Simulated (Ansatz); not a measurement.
Kick test of a cell of Cd3S5

The cell was found from a proposed guess, not taken from experiment.

These are results of DFT PBE, scalar-relativistic, plane waves, PAW (Ansatz 0.2.0), not measurements. Plane waves to 420 eV, a k mesh through Γ of 12×12×4 on the computed 8-atom cell and Gaussian smearing (0.10 eV); no spin polarisation.

The cell below (8 atoms, space group P-3m1 (No. 164)) is relaxed within its symmetry.

```cif
data_structure
_symmetry_space_group_name_H-M 'P 1'
_symmetry_Int_Tables_number 1
_cell_length_a 4.1034
_cell_length_b 4.1034
_cell_length_c 12.4920
_cell_angle_alpha 90.000
_cell_angle_beta 90.000
_cell_angle_gamma 120.000
_cell_volume 182.16
loop_
_atom_site_label
_atom_site_type_symbol
_atom_site_fract_x
_atom_site_fract_y
_atom_site_fract_z
_atom_site_occupancy
Cd1 Cd 0.66667 0.33333 0.87576 1
Cd2 Cd 0.33333 0.66667 0.12424 1
Cd3 Cd 0.00000 0.00000 0.50000 1
S1 S 0.66667 0.33333 0.22663 1
S2 S 0.66667 0.33333 0.39463 1
S3 S 0.33333 0.66667 0.77337 1
S4 S 0.33333 0.66667 0.60537 1
S5 S 0.00000 0.00000 0.00000 1
```

For the test it was strained at random (σ = 1.5 % a component), the atoms were moved at random (σ = 0.15 Å), and all was relaxed again on a coarse 6×6×2 mesh (in the run’s order of axes) with 0.20 eV smearing, with no symmetry imposed.

Task: What happens?

Result: It doesn't return. The energy falls by 9 meV/atom on that mesh, the volume changes by 2.4 %, and the end has space group C2 (No. 5) at a loose tolerance. Relaxed again on a 10×10×4 mesh with 0.01 eV smearing, the new structure lies 9 meV/atom below the first (mesh in the axes of the run's cell; the cell below is made exact in the group named). Space group C2 (No. 5), monoclinic, a = 7.063 Å, b = 4.195 Å, c = 12.592 Å, β = 91.3°. Around Cd on a site of symmetry 1 lie 5 S at 2.62–2.74 Å; Cd on a site of symmetry 2 is surrounded by 6 S at 2.70–2.76 Å; S on a site of symmetry 1 is surrounded by 1 S at 2.11 Å and 3 Cd at 2.62–2.74 Å; around S on a second site of symmetry 1 lie 1 S at 2.11 Å and 3 Cd at 2.70–2.76 Å; 1 more site not described.

```cif
data_structure
_symmetry_space_group_name_H-M 'C2'
_symmetry_Int_Tables_number 5
_cell_length_a 7.0627
_cell_length_b 4.1952
_cell_length_c 12.5924
_cell_angle_alpha 90.000
_cell_angle_beta 91.295
_cell_angle_gamma 90.000
_cell_volume 373.01
loop_
_atom_site_label
_atom_site_type_symbol
_atom_site_symmetry_multiplicity
_atom_site_Wyckoff_symbol
_atom_site_fract_x
_atom_site_fract_y
_atom_site_fract_z
_atom_site_occupancy
Cd1 Cd 4 c 0.72711 0.06411 0.36809 1
Cd2 Cd 2 a 0.50000 0.47004 0.00000 1
S1 S 4 c 0.62305 0.05030 0.73077 1
S2 S 4 c 0.66009 0.97845 0.89599 1
S3 S 2 b 0.50000 0.34789 0.50000 1
```
